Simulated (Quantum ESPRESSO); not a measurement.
## Ga7ZnP5SAs2 (input and log of a self-consistent run)

Simulated, not a measurement. The program is pw.x of Quantum ESPRESSO 7.5 (plane-wave density functional theory). The cell is made up: 16 atoms on a doubled zincblende/diamond lattice, with randomly drawn elements, strain and displacements, not relaxed. PseudoDojo standard norm-conserving files (v0.5 for PBE, v0.4.1 for LDA and PBEsol) set the functional; there is no spin polarisation, spin-orbit coupling or dispersion term, and the masses in the input are unused placeholders.

Input:

```
&control calculation='scf', pseudo_dir='./dojo.nc.sr.pbe.v0_5.standard.upf', outdir='./o', disk_io='low', tprnfor=.true., tstress=.true. /
&system ibrav=0, nat=16, ntyp=5, nbnd=92, ecutwfc=84.00895049, nosym=.true., tot_charge=0,
 occupations='smearing', smearing='fd', degauss=0.0018374661
/
&electrons conv_thr=7.350e-09, electron_maxstep=60, /
ATOMIC_SPECIES
As 1.0 As.upf
Ga 1.0 Ga.upf
P 1.0 P.upf
S 1.0 S.upf
Zn 1.0 Zn.upf
CELL_PARAMETERS angstrom
5.6476 -0.0287 -0.0363
-0.0287 5.6297 0.0548
-0.0726 0.1095 11.1352
ATOMIC_POSITIONS angstrom
Ga 0.0203 -0.0206 0.0172
Ga -0.0394 2.8633 2.8224
Ga 2.8114 0.0081 2.7951
Ga 2.7997 2.8035 0.0139
Ga -0.0222 0.0672 5.5184
Ga -0.0607 2.8682 8.3491
Ga 2.8031 0.1076 8.3793
Zn 2.7795 2.8606 5.5776
P 1.4452 1.4202 1.4136
S 1.3832 4.2421 4.2214
P 4.2205 1.4124 4.149
As 4.2065 4.2247 1.3785
P 1.3356 1.4386 6.9678
As 1.3392 4.2969 9.754
P 4.1799 1.468 9.7447
P 4.2147 4.2796 6.9682
K_POINTS automatic
4 4 2 1 1 1
```

The log is shortened where brackets say so; the opening notice, blank lines, dates and the lines on written files are dropped, and the path of the files is cut. It prints rydbergs, bohrs and kilobars, and counts compression as positive stress. With no partly filled state, the Fermi energy that it prints is only some level between the filled and the empty states on the mesh, and need not lie in the true gap.

```
     Program PWSCF v.7.5
     Parallel version (MPI & OpenMP), running on       4 processor cores
     Number of MPI processes:                 4
     Threads/MPI process:                     1
     [start-up lines left out]
     bravais-lattice index     =            0
     lattice parameter (alat)  =      10.6728  a.u.
     unit-cell volume          =    2388.7630 (a.u.)^3
     number of atoms/cell      =           16
     number of atomic types    =            5
     number of electrons       =       172.00
     number of Kohn-Sham states=           92
     kinetic-energy cutoff     =      84.0090  Ry
     charge density cutoff     =     336.0358  Ry
     scf convergence threshold =      7.3E-09
     mixing beta               =       0.7000
     number of iterations used =            8  plain     mixing
     Exchange-correlation= PBE
                           (   1   4   3   4   0   0   0)
     [axes and pseudopotential details left out]
   Cartesian axes
     site n.     atom                  positions (alat units)
         1        Ga     tau(   1) = (   0.0035943  -0.0036474   0.0030454  )
         2        Ga     tau(   2) = (  -0.0069762   0.5069771   0.4997353  )
         3        Ga     tau(   3) = (   0.4977877   0.0014342   0.4949016  )
         4        Ga     tau(   4) = (   0.4957161   0.4963889   0.0024611  )
         5        Ga     tau(   5) = (  -0.0039307   0.0118985   0.9770902  )
         6        Ga     tau(   6) = (  -0.0107476   0.5078447   1.4782952  )
         7        Ga     tau(   7) = (   0.4963181   0.0190517   1.4836424  )
         8        Zn     tau(   8) = (   0.4921394   0.5064990   0.9875722  )
         9        P      tau(   9) = (   0.2558877   0.2514612   0.2502926  )
        10        S      tau(  10) = (   0.2449100   0.7511080   0.7474429  )
        11        P      tau(  11) = (   0.7472835   0.2500801   0.7346237  )
        12        As     tau(  12) = (   0.7448047   0.7480272   0.2440778  )
        13        P      tau(  13) = (   0.2364819   0.2547191   1.2337216  )
        14        As     tau(  14) = (   0.2371193   0.7608109   1.7270473  )
        15        P      tau(  15) = (   0.7400949   0.2599247   1.7254007  )
        16        P      tau(  16) = (   0.7462566   0.7577478   1.2337924  )
     number of k points=    16  Fermi-Dirac smearing, width (Ry)=  0.0018
                       cart. coord. in units 2pi/alat
        k(    1) = (   0.1264509   0.1248159   0.1263974), wk =   0.1250000
        k(    2) = (   0.1248332   0.1272766  -0.1272381), wk =   0.1250000
     [further k points left out]
     Dense  grid:   248473 G-vectors     FFT dimensions: (  64,  64, 125)
     Estimated max dynamical RAM per process >     707.05 MB
     Estimated total dynamical RAM >       2.58 GB
     Initial potential from superposition of free atoms
     starting charge     171.9799, renormalised to     172.0000
     Starting wfcs are  115 randomized atomic wfcs
     total cpu time spent up to now is       10.1 secs
     per-process dynamical memory:   478.5 Mb
     Self-consistent Calculation
     iteration #  1     ecut=    84.01 Ry     beta= 0.70
     Davidson diagonalization with overlap
     ethr =  1.00E-02,  avg # of iterations =  3.2
     Threshold (ethr) on eigenvalues was too large:
     Diagonalizing with lowered threshold
     Davidson diagonalization with overlap
     ethr =  3.72E-04,  avg # of iterations =  2.0
     total cpu time spent up to now is       52.8 secs
     total energy              =   -2004.46233490 Ry
     estimated scf accuracy    <       0.64463538 Ry
     iteration #  2     ecut=    84.01 Ry     beta= 0.70
     Davidson diagonalization with overlap
     ethr =  3.75E-04,  avg # of iterations =  7.4
     total cpu time spent up to now is       78.4 secs
     total energy              =   -2004.46092029 Ry
     estimated scf accuracy    <       0.75664095 Ry
     iteration #  3     ecut=    84.01 Ry     beta= 0.70
     Davidson diagonalization with overlap
     ethr =  3.75E-04,  avg # of iterations =  8.0
     total cpu time spent up to now is      103.2 secs
     total energy              =   -2004.60511518 Ry
     estimated scf accuracy    <       0.53203862 Ry
     iteration #  4     ecut=    84.01 Ry     beta= 0.70
     Davidson diagonalization with overlap
     ethr =  3.09E-04,  avg # of iterations =  6.3
     total cpu time spent up to now is      124.3 secs
     total energy              =   -2004.68141568 Ry
     estimated scf accuracy    <       0.01076819 Ry
     iteration #  5     ecut=    84.01 Ry     beta= 0.70
     Davidson diagonalization with overlap
     ethr =  6.26E-06,  avg # of iterations = 14.0
     total cpu time spent up to now is      155.9 secs
     total energy              =   -2004.68405697 Ry
     estimated scf accuracy    <       0.01509539 Ry
     [iterations 6 to 8 left out]
     iteration #  9     ecut=    84.01 Ry     beta= 0.70
     Davidson diagonalization with overlap
     ethr =  1.64E-08,  avg # of iterations =  4.0
     total cpu time spent up to now is      247.7 secs
     total energy              =   -2004.68690852 Ry
     estimated scf accuracy    <       0.00001644 Ry
     iteration # 10     ecut=    84.01 Ry     beta= 0.70
     Davidson diagonalization with overlap
     ethr =  9.56E-09,  avg # of iterations =  2.0
     total cpu time spent up to now is      268.7 secs
     total energy              =   -2004.68690893 Ry
     estimated scf accuracy    <       0.00000306 Ry
     iteration # 11     ecut=    84.01 Ry     beta= 0.70
     Davidson diagonalization with overlap
     ethr =  1.78E-09,  avg # of iterations =  4.0
     total cpu time spent up to now is      291.9 secs
     total energy              =   -2004.68690955 Ry
     estimated scf accuracy    <       0.00000009 Ry
     iteration # 12     ecut=    84.01 Ry     beta= 0.70
     Davidson diagonalization with overlap
     ethr =  5.15E-11,  avg # of iterations =  4.0
     total cpu time spent up to now is      317.6 secs
     total energy              =   -2004.68690957 Ry
     estimated scf accuracy    <       0.00000004 Ry
     iteration # 13     ecut=    84.01 Ry     beta= 0.70
     Davidson diagonalization with overlap
     ethr =  2.19E-11,  avg # of iterations =  2.1
     total cpu time spent up to now is      338.0 secs
     End of self-consistent calculation
          k = 0.1265 0.1248 0.1264 ( 31072 PWs)   bands (ev):
  -118.1512 -72.3243 -72.2998 -72.2866 -28.0574 -28.0499 -28.0460 -28.0406
   -28.0339 -27.8687 -27.8664 -27.8547 -27.8521 -27.8475  -7.9236  -7.7892
    -7.7612  -7.7428  -7.7190  -7.6918  -7.6828  -7.6702  -7.6653  -7.6547
    -7.5515  -7.5166  -7.4934  -7.4749  -7.4602  -7.4453  -7.4301  -7.4273
    -7.4226  -7.4147  -7.4115  -7.3757  -7.3739  -7.3530  -7.3389  -7.2526
    -7.2301  -7.1948  -7.1877  -7.1618  -7.1579  -7.1426  -7.1350  -7.1159
    -7.1092  -6.2312  -4.7230  -3.8889  -3.1555  -2.8206  -2.6042  -2.3331
    -1.9589   0.3927   0.5831   0.7165   0.8266   0.8678   0.9053   0.9263
     1.1166   1.2325   1.6846   2.4152   3.1912   3.5875   3.7981   4.0008
     4.1957   4.3814   4.4593   4.6170   4.8685   4.9195   4.9595   5.1342
     5.3728   5.5562   6.0747   6.2870   6.9116   6.9994   8.7184   9.0159
     9.2037   9.2885   9.4697   9.6647
     [levels at the other k points left out]
     the Fermi energy is     7.7118 ev
!    total energy              =   -2004.68690957 Ry
     estimated scf accuracy    <          4.5E-09 Ry
     smearing contrib. (-TS)   =      -0.00000000 Ry
     internal energy E=F+TS    =   -2004.68690957 Ry
     The total energy is F=E-TS. E is the sum of the following terms:
     one-electron contribution =   -1228.42824564 Ry
     hartree contribution      =     721.13863350 Ry
     xc contribution           =    -459.77619374 Ry
     ewald contribution        =   -1037.62110369 Ry
     convergence has been achieved in  13 iterations
     Forces acting on atoms (cartesian axes, Ry/au):
     atom    1 type  2   force =     0.01197405    0.03618026   -0.01563165
     atom    2 type  2   force =     0.00759151   -0.03623328   -0.00736139
     atom    3 type  2   force =     0.01049115    0.02089838   -0.00882818
     atom    4 type  2   force =     0.01410682   -0.03706507   -0.01184166
     atom    5 type  2   force =    -0.01270770    0.00527851    0.03826390
     atom    6 type  2   force =    -0.01572784   -0.01415269   -0.01809319
     atom    7 type  2   force =     0.01499543    0.00211891   -0.03880771
     atom    8 type  5   force =     0.01723148   -0.01735241    0.02866032
     atom    9 type  3   force =    -0.01925786    0.00006997    0.01123016
     atom   10 type  4   force =    -0.00584845    0.00591917   -0.00881767
     atom   11 type  3   force =    -0.00620264    0.00841674    0.00546229
     atom   12 type  1   force =    -0.01049317   -0.00191087    0.02622817
     atom   13 type  3   force =     0.01636718    0.00877659   -0.01219670
     atom   14 type  1   force =    -0.00734376    0.00200935    0.00892308
     atom   15 type  3   force =     0.00077251    0.01617143    0.01226529
     atom   16 type  3   force =    -0.01594872    0.00087502   -0.00945506
     Total force =     0.118388     Total SCF correction =     0.000350
     Computing stress (Cartesian axis) and pressure
          total   stress  (Ry/bohr**3)                   (kbar)     P=      -14.98
  -0.00012112   0.00006193   0.00006617          -17.82        9.11        9.73
   0.00006193  -0.00010685  -0.00009295            9.11      -15.72      -13.67
   0.00006617  -0.00009295  -0.00007754            9.73      -13.67      -11.41
     init_run     :      9.42s CPU      9.80s WALL (       1 calls)
     electrons    :    322.63s CPU    327.96s WALL (       1 calls)
     forces       :      4.28s CPU      4.43s WALL (       1 calls)
     stress       :     12.99s CPU     13.24s WALL (       1 calls)
     [timing details left out]
     PWSCF        :   5m49.69s CPU   5m55.95s WALL
     JOB DONE.
```

In other units: free energy -27275.155 eV for the cell, pressure -1.50 GPa, largest force component 0.998 eV/Å. A rerun of this cell at a cutoff of 1437 eV and k mesh 6 x 6 x 4 moved values by no more than 0.021 eV in energy, 0.02 GPa in stress and 0.004 eV/Å in force.